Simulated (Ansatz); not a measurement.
# Contact hyperfine fields in LiTiH₆O₂F₆

Cell: a Materials Project structure (computed, not necessarily an observed phase).

```cif
data_LiTiH6O2F6
_symmetry_space_group_name_H-M 'P3'
_symmetry_Int_Tables_number 143
_cell_length_a 5.6702
_cell_length_b 5.6702
_cell_length_c 5.9782
_cell_angle_alpha 90.000
_cell_angle_beta 90.000
_cell_angle_gamma 120.000
loop_
_atom_site_label
_atom_site_type_symbol
_atom_site_symmetry_multiplicity
_atom_site_Wyckoff_symbol
_atom_site_fract_x
_atom_site_fract_y
_atom_site_fract_z
Li Li 1 a 0.0000 0.0000 0.3102
Ti Ti 1 b 0.3333 0.6667 0.9961
H3 H 3 d 0.1690 0.9879 0.7198
H5 H 3 d 0.8483 0.3501 0.2731
O9 O 1 a 0.0000 0.0000 0.6579
O10 O 1 c 0.6667 0.3333 0.3219
F11 F 3 d 0.0326 0.4178 0.8030
F13 F 3 d 0.2499 0.8965 0.2164
```

One atom of each set is listed.

Computed with Ansatz: DFT, PBE, plane waves and PAW, scalar-relativistic, collinear spin, 420 eV cutoff, Γ-centred 4×4×4 k-points, Fermi–Dirac smearing 0.02 eV. Start moments as typed (μB): 1 on each Ti, none on the rest.

B_c = (2μ₀/3)μB(ρ↑ − ρ↓), with the spin density averaged over the Thomson radius around the nucleus, 7.77 T per e/Å³, positive along the up direction of the run. The valence column is what the valence and semicore waves of the PAW files give as listed; the rest comes from solving these waves and the inner shells again in each spin's potential.

Q: Give the site moments and the Fermi-contact fields.

A: The cell's net moment is 1.00 μB; the site moments, counted in spheres around the atoms, add up to 0.72 μB, and the difference lies between the spheres. One atom of each set is listed.

```json
{"site": "Li", "m (μB)": "0.00", "B_c (T)": "0.0", "valence column (T)": "0.0", "rest (T)": "0.0"}
{"site": "Ti", "m (μB)": "0.70", "B_c (T)": "-5.4", "valence column (T)": "8.9", "rest (T)": "-14.3"}
{"site": "H3", "m (μB)": "0.00", "B_c (T)": "0.0", "valence column (T)": "0.0", "rest (T)": "0.0"}
{"site": "H5", "m (μB)": "0.00", "B_c (T)": "0.0", "valence column (T)": "0.0", "rest (T)": "0.0"}
{"site": "O9", "m (μB)": "0.00", "B_c (T)": "0.1", "valence column (T)": "0.1", "rest (T)": "0.0"}
{"site": "O10", "m (μB)": "0.00", "B_c (T)": "0.0", "valence column (T)": "0.0", "rest (T)": "0.0"}
{"site": "F11", "m (μB)": "0.00", "B_c (T)": "0.1", "valence column (T)": "0.1", "rest (T)": "-0.1"}
{"site": "F13", "m (μB)": "0.00", "B_c (T)": "-0.1", "valence column (T)": "0.0", "rest (T)": "0.0"}
```

All moments on Ti are parallel here (one such atom a cell), as the cell imposes; many such compounds order antiparallel, where fields on atoms that lie between magnetic neighbours largely cancel. The magnetic order is the one that the run reached from its start moments, not necessarily the measured one. Semilocal functionals underestimate core polarisation, so for a given moment the contact field on a magnetic ion comes out too small, by up to a factor of two. Orbital and dipolar fields are left out; they are small for half-filled shells and for d³ or d⁸ ions in regular octahedra, but can rival the contact field on other open-shell ions. Fields under about 2 T can be off by more than a tenth.

The run took 50 s of wall time (50 s of CPU time) and 0.53 GiB at its peak, on 1 thread of Arm Neoverse V2 (aarch64; 8 cores open to the job, memory cap 3.0 GiB, no GPU), a shared host with a load of 0.3 a core.
